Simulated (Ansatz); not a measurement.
## Ag: energy along a strain

Ag, P6_3/mmc, a = 2.904 Å, c = 4.748 Å. This isn't the element's structure at ambient conditions. Ansatz: r2SCAN, PAW, 500 eV, Γ-centred 24×24×14 mesh on 2 atoms, Gaussian smearing 0.15 eV; no spin polarisation. Cell vectors (Å): 2.904 0.000 0.000; -1.452 2.515 0.000; 0.000 0.000 4.748. The cell is strained by x per cent times the pattern (0 0 1 0 0 0) in the order xx yy zz yz xz xy (engineering shears), with fractional coordinates held. y is the free energy over the start, V0 = 17.334 Å³/atom.

| x (%) | y (meV/atom) |
| --- | --- |
| -6.00 | 40.81 |
| -4.50 | 22.34 |
| -3.00 | 9.80 |
| -1.50 | ? |
| 0.00 | 0.00 |
| 1.50 | 1.54 |
| 3.00 | 6.65 |
| 4.50 | 14.85 |
| 5.25 | 19.97 |
| 6.00 | 25.71 |

Question: Fit y = c1 x + c2 x² + c3 x³ to the other rows, get the stiffness along the pattern, and predict the missing energy.

Answer: Least squares on the rows shown. y = −0.28454 x + 0.92192 x² − 0.027082 x³. The clamped-ion stiffness p·C·p = 2 × 9.219 eV × 160.2 / 17.334 Å³ = 170 GPa, which is C33 in these axes; c1 is there for the stress left in the start, which by itself gives a slope of -0.28 meV/atom per %. At x = -1.50 the fit asked for gives 2.59 meV/atom. The run gave 2.56 meV/atom, so the fit is 0.03 meV/atom too high, within the rms miss on the fitted rows (0.06 meV/atom).